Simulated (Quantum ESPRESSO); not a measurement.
# Hf3AlO7F: finding a planted mistake in a log

Simulated, not a measurement. The program is pw.x of Quantum ESPRESSO 7.5 (plane-wave density functional theory). The cell is made up: 12 atoms on a rutile lattice, with randomly drawn elements, strain and displacements, not relaxed. PseudoDojo standard norm-conserving files (v0.5 for PBE, v0.4.1 for LDA and PBEsol) set the functional; there is no spin polarisation, spin-orbit coupling or dispersion term, and the masses in the input are unused placeholders.

The hafnium pseudopotential is less sure than the others, with forces about 3 percent (worst 6) and pressure in oxides about 1.5 GPa (worst 2.7) from a second method in checks, which no rerun with the same files tests.

Intended input:

```
&control calculation='scf', pseudo_dir='./dojo.nc.sr.pbe.v0_5.standard.upf', outdir='./o', disk_io='medium', tprnfor=.true., tstress=.true. /
&system ibrav=0, nat=12, ntyp=4, nbnd=50, ecutwfc=84.00895049, nosym=.true., tot_charge=0,
 occupations='smearing', smearing='fd', degauss=0.0018374661
/
&electrons conv_thr=7.350e-09, electron_maxstep=60, /
ATOMIC_SPECIES
Al 1.0 Al.upf
F 1.0 F.upf
Hf 1.0 Hf.upf
O 1.0 O.upf
CELL_PARAMETERS angstrom
4.9705 0.0108 0.0622
0.0108 4.9618 -0.0053
0.0823 -0.007 6.4716
ATOMIC_POSITIONS angstrom
Hf 0.112 0.0027 0.0163
Hf 2.4978 2.3194 1.5935
Al 0.037 -0.1002 3.1431
Hf 2.5451 2.4942 4.7991
O 1.4839 1.416 0.0162
O 3.5301 3.4093 -0.0813
O 3.9716 0.9994 1.8507
O 1.0154 3.8307 1.6757
F 1.5215 1.5321 3.2257
O 3.4934 3.4374 3.2619
O 4.2311 0.971 4.9727
O 1.0281 4.0923 4.8253
K_POINTS automatic
5 5 4 1 1 1
```

The log is shortened where brackets say so; the opening notice, blank lines, dates and the lines on written files are dropped, and the path of the files is cut. It prints rydbergs, bohrs and kilobars, and counts compression as positive stress. Where no state is partly filled, the Fermi energy that it prints is only some level between the filled and the empty states on the mesh, and need not lie in the true gap.

Log of the intended run:

```
     Program PWSCF v.7.5
     Parallel version (MPI & OpenMP), running on       1 processor cores
     Number of MPI processes:                 1
     Threads/MPI process:                     1
     [start-up lines left out]
     bravais-lattice index     =            0
     lattice parameter (alat)  =       9.3936  a.u.
     unit-cell volume          =    1076.9013 (a.u.)^3
     number of atoms/cell      =           12
     number of atomic types    =            4
     number of electrons       =        88.00
     number of Kohn-Sham states=           50
     kinetic-energy cutoff     =      84.0090  Ry
     charge density cutoff     =     336.0358  Ry
     scf convergence threshold =      7.3E-09
     mixing beta               =       0.7000
     number of iterations used =            8  plain     mixing
     Exchange-correlation= PBE
                           (   1   4   3   4   0   0   0)
     [axes and pseudopotential details left out]
   Cartesian axes
     site n.     atom                  positions (alat units)
         1        Hf     tau(   1) = (   0.0225311   0.0005432   0.0032791  )
         2        Hf     tau(   2) = (   0.5024844   0.4665955   0.3205656  )
         3        Al     tau(   3) = (   0.0074433  -0.0201573   0.6322999  )
         4        Hf     tau(   4) = (   0.5119997   0.5017602   0.9654387  )
         5        O      tau(   5) = (   0.2985173   0.2848578   0.0032590  )
         6        O      tau(   6) = (   0.7101530   0.6858515  -0.0163552  )
         7        O      tau(   7) = (   0.7989699   0.2010501   0.3723068  )
         8        O      tau(   8) = (   0.2042688   0.7706249   0.3371019  )
         9        F      tau(   9) = (   0.3060813   0.3082137   0.6489166  )
        10        O      tau(  10) = (   0.7027700   0.6915044   0.6561990  )
        11        O      tau(  11) = (   0.8511737   0.1953368   1.0003619  )
        12        O      tau(  12) = (   0.2068237   0.8232512   0.9707094  )
     number of k points=    50  Fermi-Dirac smearing, width (Ry)=  0.0018
                       cart. coord. in units 2pi/alat
        k(    1) = (   0.0986035   0.1000701   0.0948680), wk =   0.0400000
        k(    2) = (   0.0961996   0.1002805   0.2869264), wk =   0.0400000
     [further k points left out]
     Dense  grid:   112065 G-vectors     FFT dimensions: (  60,  60,  72)
     Estimated max dynamical RAM per process >     189.40 MB
     Initial potential from superposition of free atoms
     starting charge      87.9920, renormalised to      88.0000
     Starting wfcs are   66 randomized atomic wfcs
     total cpu time spent up to now is       29.6 secs
     per-process dynamical memory:   118.5 Mb
     Self-consistent Calculation
     iteration #  1     ecut=    84.01 Ry     beta= 0.70
     Davidson diagonalization with overlap
     ethr =  1.00E-02,  avg # of iterations =  2.0
     total cpu time spent up to now is       79.5 secs
     total energy              =    -623.31225160 Ry
     estimated scf accuracy    <       4.23167798 Ry
     iteration #  2     ecut=    84.01 Ry     beta= 0.70
     Davidson diagonalization with overlap
     ethr =  4.81E-03,  avg # of iterations =  4.4
     total cpu time spent up to now is      146.4 secs
     total energy              =    -623.21729799 Ry
     estimated scf accuracy    <      10.24417975 Ry
     [iterations 3 to 11 left out]
     iteration # 12     ecut=    84.01 Ry     beta= 0.70
     Davidson diagonalization with overlap
     ethr =  1.61E-09,  avg # of iterations =  4.0
     total cpu time spent up to now is      801.4 secs
     total energy              =    -625.42307896 Ry
     estimated scf accuracy    <       0.00000016 Ry
     iteration # 13     ecut=    84.01 Ry     beta= 0.70
     Davidson diagonalization with overlap
     ethr =  1.78E-10,  avg # of iterations =  2.7
     total cpu time spent up to now is      863.4 secs
     End of self-consistent calculation
     [lines on levels left out]
     the Fermi energy is     8.7546 ev
!    total energy              =    -625.42307900 Ry
     estimated scf accuracy    <          4.8E-09 Ry
     smearing contrib. (-TS)   =       0.00000000 Ry
     internal energy E=F+TS    =    -625.42307900 Ry
     The total energy is F=E-TS. E is the sum of the following terms:
     one-electron contribution =    -200.76598420 Ry
     hartree contribution      =     142.88323276 Ry
     xc contribution           =    -157.21360196 Ry
     ewald contribution        =    -410.32672559 Ry
     convergence has been achieved in  13 iterations
     Forces acting on atoms (cartesian axes, Ry/au):
     atom    1 type  3   force =    -0.07417550   -0.05087144   -0.04707913
     atom    2 type  3   force =     0.07178759    0.10780868   -0.08489291
     atom    3 type  1   force =    -0.06717090   -0.05621201    0.05278378
     atom    4 type  3   force =     0.10308395    0.07153706    0.08415251
     atom    5 type  4   force =     0.06341764    0.05764701    0.01633334
     atom    6 type  4   force =    -0.06466900   -0.04156753    0.02515364
     atom    7 type  4   force =     0.06156316   -0.06236030    0.00695707
     atom    8 type  4   force =    -0.03273068    0.06402169    0.03040622
     atom    9 type  2   force =    -0.03503437   -0.04572010    0.00832620
     atom   10 type  4   force =    -0.01217988   -0.01422058    0.00259030
     atom   11 type  4   force =    -0.04542771    0.01248328   -0.04969021
     atom   12 type  4   force =     0.03153570   -0.04254574   -0.04504080
     Total force =     0.329871     Total SCF correction =     0.000203
     Computing stress (Cartesian axis) and pressure
          total   stress  (Ry/bohr**3)                   (kbar)     P=     -133.04
  -0.00088296   0.00028436  -0.00013553         -129.89       41.83      -19.94
   0.00028436  -0.00085290   0.00007115           41.83     -125.47       10.47
  -0.00013553   0.00007115  -0.00097735          -19.94       10.47     -143.77
     init_run     :     27.41s CPU     29.53s WALL (       1 calls)
     electrons    :    794.72s CPU    833.83s WALL (       1 calls)
     forces       :      9.56s CPU      9.67s WALL (       1 calls)
     stress       :     38.42s CPU     40.10s WALL (       1 calls)
     [timing details left out]
     PWSCF        :  14m30.34s CPU  15m13.58s WALL
     JOB DONE.
```

A second run was made from an input with one planted mistake. Its log:

```
     Program PWSCF v.7.5
     Parallel version (MPI & OpenMP), running on       4 processor cores
     Number of MPI processes:                 4
     Threads/MPI process:                     1
     [start-up lines left out]
     bravais-lattice index     =            0
     lattice parameter (alat)  =       9.3936  a.u.
     unit-cell volume          =    1076.9013 (a.u.)^3
     number of atoms/cell      =           12
     number of atomic types    =            4
     number of electrons       =        89.00
     number of Kohn-Sham states=           51
     kinetic-energy cutoff     =      84.0090  Ry
     charge density cutoff     =     336.0358  Ry
     scf convergence threshold =      7.3E-09
     mixing beta               =       0.7000
     number of iterations used =            8  plain     mixing
     Exchange-correlation= PBE
                           (   1   4   3   4   0   0   0)
     [axes and pseudopotential details left out]
   Cartesian axes
     site n.     atom                  positions (alat units)
         1        Hf     tau(   1) = (   0.0225311   0.0005432   0.0032791  )
         2        Hf     tau(   2) = (   0.5024844   0.4665955   0.3205656  )
         3        Al     tau(   3) = (   0.0074433  -0.0201573   0.6322999  )
         4        Hf     tau(   4) = (   0.5119997   0.5017602   0.9654387  )
         5        O      tau(   5) = (   0.2985173   0.2848578   0.0032590  )
         6        O      tau(   6) = (   0.7101530   0.6858515  -0.0163552  )
         7        O      tau(   7) = (   0.7989699   0.2010501   0.3723068  )
         8        O      tau(   8) = (   0.2042688   0.7706249   0.3371019  )
         9        F      tau(   9) = (   0.3060813   0.3082137   0.6489166  )
        10        O      tau(  10) = (   0.7027700   0.6915044   0.6561990  )
        11        O      tau(  11) = (   0.8511737   0.1953368   1.0003619  )
        12        O      tau(  12) = (   0.2068237   0.8232512   0.9707094  )
     number of k points=    50  Fermi-Dirac smearing, width (Ry)=  0.0018
                       cart. coord. in units 2pi/alat
        k(    1) = (   0.0986035   0.1000701   0.0948680), wk =   0.0400000
        k(    2) = (   0.0961996   0.1002805   0.2869264), wk =   0.0400000
     [further k points left out]
     Dense  grid:   112065 G-vectors     FFT dimensions: (  60,  60,  72)
     Estimated max dynamical RAM per process >     332.16 MB
     Estimated total dynamical RAM >       1.22 GB
     Initial potential from superposition of free atoms
     starting charge      87.9920, renormalised to      89.0000
     Starting wfcs are   66 randomized atomic wfcs
     total cpu time spent up to now is        4.1 secs
     per-process dynamical memory:   262.2 Mb
     Self-consistent Calculation
     iteration #  1     ecut=    84.01 Ry     beta= 0.70
     Davidson diagonalization with overlap
     ethr =  1.00E-02,  avg # of iterations =  2.0
     total cpu time spent up to now is       10.3 secs
     total energy              =    -622.75575881 Ry
     estimated scf accuracy    <       3.59394774 Ry
     iteration #  2     ecut=    84.01 Ry     beta= 0.70
     Davidson diagonalization with overlap
     ethr =  4.04E-03,  avg # of iterations =  4.6
     total cpu time spent up to now is       18.9 secs
     total energy              =    -622.71915522 Ry
     estimated scf accuracy    <       9.31962274 Ry
     [iterations 3 to 13 left out]
     iteration # 14     ecut=    84.01 Ry     beta= 0.70
     Davidson diagonalization with overlap
     ethr =  7.03E-11,  avg # of iterations =  3.7
     total cpu time spent up to now is      111.7 secs
     total energy              =    -624.62038892 Ry
     estimated scf accuracy    <          8.1E-09 Ry
     iteration # 15     ecut=    84.01 Ry     beta= 0.70
     Davidson diagonalization with overlap
     ethr =  9.06E-12,  avg # of iterations =  3.3
     total cpu time spent up to now is      118.8 secs
     End of self-consistent calculation
     [lines on levels left out]
     the Fermi energy is    11.1668 ev
!    total energy              =    -624.62038892 Ry
     estimated scf accuracy    <          6.8E-10 Ry
     smearing contrib. (-TS)   =      -0.00047472 Ry
     internal energy E=F+TS    =    -624.61991420 Ry
     The total energy is F=E-TS. E is the sum of the following terms:
     one-electron contribution =    -199.89768956 Ry
     hartree contribution      =     143.72903685 Ry
     xc contribution           =    -158.12453590 Ry
     ewald contribution        =    -410.32672559 Ry
     convergence has been achieved in  15 iterations
     Forces acting on atoms (cartesian axes, Ry/au):
     atom    1 type  3   force =    -0.06940929   -0.04559799   -0.03672235
     atom    2 type  3   force =     0.07331457    0.11358640   -0.07381079
     atom    3 type  1   force =    -0.06695605   -0.05431940    0.04732204
     atom    4 type  3   force =     0.08907381    0.06286978    0.09162788
     atom    5 type  4   force =     0.03527632    0.02628391   -0.00169368
     atom    6 type  4   force =    -0.03461700   -0.01639945    0.02195002
     atom    7 type  4   force =     0.06858682   -0.07102814    0.00475614
     atom    8 type  4   force =    -0.03734505    0.06626266    0.02935525
     atom    9 type  2   force =    -0.05428971   -0.06076438    0.01375328
     atom   10 type  4   force =     0.01088675    0.00990373   -0.00307017
     atom   11 type  4   force =    -0.04631940    0.01255214   -0.04675212
     atom   12 type  4   force =     0.03179823   -0.04334926   -0.04671550
     Total force =     0.314401     Total SCF correction =     0.000083
     Computing stress (Cartesian axis) and pressure
          total   stress  (Ry/bohr**3)                   (kbar)     P=       27.46
   0.00025487   0.00035521  -0.00011889           37.49       52.25      -17.49
   0.00035521   0.00027040   0.00004485           52.25       39.78        6.60
  -0.00011889   0.00004485   0.00003483          -17.49        6.60        5.12
     init_run     :      3.94s CPU      4.07s WALL (       1 calls)
     electrons    :    114.47s CPU    114.73s WALL (       1 calls)
     forces       :      1.64s CPU      1.65s WALL (       1 calls)
     stress       :      5.58s CPU      5.70s WALL (       1 calls)
     [timing details left out]
     PWSCF        :   2m 5.70s CPU   2m 6.28s WALL
     JOB DONE.
```

Question: what was wrong in the second input?

Answer: the cell has the wrong charge. The input lines that differ, file-writing options aside:

```
- &system ibrav=0, nat=12, ntyp=4, nbnd=50, ecutwfc=84.00895049, nosym=.true., tot_charge=0,
+ &system ibrav=0, nat=12, ntyp=4, nbnd=51, ecutwfc=84.00895049, nosym=.true., tot_charge=-1,
```

```
                                            intended run  run with the mistake
                          free energy (eV)     -8509.314             -8498.393
                    smearing term -TS (eV)        0.0000               -0.0065
                            pressure (GPa)        -13.30                  2.75
            largest force component (eV/Å)         2.772                 2.920
largest change of a force component (eV/Å)                               0.806
                                iterations            13                    15
```

For scale, a rerun of the intended cell at 1437 eV and a 7 x 7 x 6 mesh moved values by no more than 0.004 eV in energy, 0.03 GPa in stress and 0.002 eV/Å in force. The charged cell sits in a uniform background, so its energy and stress rest on the program's zero of potential. The number of bands, nbnd, was set by rule from the electron count and the smearing, so it follows the mistake.